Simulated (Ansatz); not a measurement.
AlN:
```xyz
12
Lattice="3.0945 0.0000 0.0000 -1.5472 2.6799 0.0000 0.0000 0.0000 15.0820" Properties=species:S:1:pos:R:3 pbc="T T T"
Al     0.0000     0.0000    15.0765
Al     0.0000     0.0000     7.5355
Al     1.5472     0.8933    12.5768
Al     0.0000     1.7866     5.0358
Al     1.5472     0.8933     2.5146
Al     0.0000     1.7866    10.0556
N      0.0000     0.0000    13.1890
N      0.0000     0.0000     5.6480
N      1.5472     0.8933    10.6785
N      0.0000     1.7866     3.1375
N      1.5472     0.8933     0.6171
N      0.0000     1.7866     8.1580
```

Relaxed with r²SCAN.

**Question.** Map the electron localisation function on the plane through (0.000, 0.000, 1.000) spanned by u = [0, 0, 1] and v = [1, -1, 0] in lattice vectors, from DFT-r²SCAN in the program Ansatz with PAW potentials.

**Answer.** x is the fraction of u, y of v (the angle between them is 90°; rows are the nearest grid lines); atoms in the plane: Al at (0.00, 0.00), Al at (0.50, 0.00), Al at (0.83, 0.67), Al at (0.33, 0.33), Al at (0.17, 0.67), Al at (0.67, 0.33), N at (0.87, 0.00), N at (0.37, 0.00), N at (0.71, 0.67), N at (0.21, 0.33).
```
y \ x   0.000  0.100  0.175  0.275  0.375  0.450  0.550  0.625  0.725  0.825  0.900   1.00
------  -----  -----  -----  -----  -----  -----  -----  -----  -----  -----  -----  -----
1.00    0.012  0.059  0.053  0.059  0.028  0.761  0.038  0.042  0.027  0.771  0.615  0.012
0.926   0.011  0.118  0.093  0.052  0.598  0.684  0.100  0.055  0.117  0.788  0.787  0.011
0.852   0.706  0.429  0.129  0.049  0.780  0.339  0.135  0.098  0.597  0.749  0.795  0.706
0.778   0.839  0.755  0.021  0.054  0.439  0.091  0.085  0.181  0.780  0.104  0.536  0.839
0.704   0.793  0.869  0.033  0.052  0.058  0.029  0.040  0.270  0.446  0.029  0.101  0.793
0.630   0.790  0.868  0.015  0.056  0.050  0.028  0.046  0.268  0.452  0.095  0.086  0.790
0.556   0.792  0.700  0.319  0.173  0.101  0.049  0.392  0.164  0.827  0.014  0.115  0.792
0.444   0.390  0.083  0.865  0.696  0.109  0.098  0.777  0.217  0.645  0.107  0.069  0.390
0.370   0.070  0.033  0.765  0.846  0.021  0.132  0.233  0.419  0.107  0.062  0.036  0.070
0.296   0.062  0.032  0.761  0.843  0.029  0.130  0.240  0.429  0.087  0.068  0.042  0.062
0.222   0.113  0.038  0.819  0.606  0.697  0.112  0.832  0.317  0.135  0.318  0.340  0.113
0.148   0.067  0.053  0.655  0.146  0.868  0.242  0.819  0.147  0.101  0.669  0.730  0.067
0.0741  0.013  0.065  0.184  0.056  0.638  0.648  0.320  0.062  0.051  0.771  0.775  0.013
0.000   0.012  0.059  0.053  0.059  0.028  0.761  0.038  0.042  0.027  0.771  0.615  0.012
```

The density is the valence pseudo-density with augmentation charge, so density and ELF within about 1 Å of a nucleus are not all-electron values.

Space group P6_3mc. The cell is a constructed one: a structure type filled with these elements. Its sites differ from those of the usual phase in this space group: another stacking or structure type. The cell was relaxed with r²SCAN under the symmetry of its start; phonons on a q-mesh show no instability.

Potentials: the later of the program's two PAW sets.
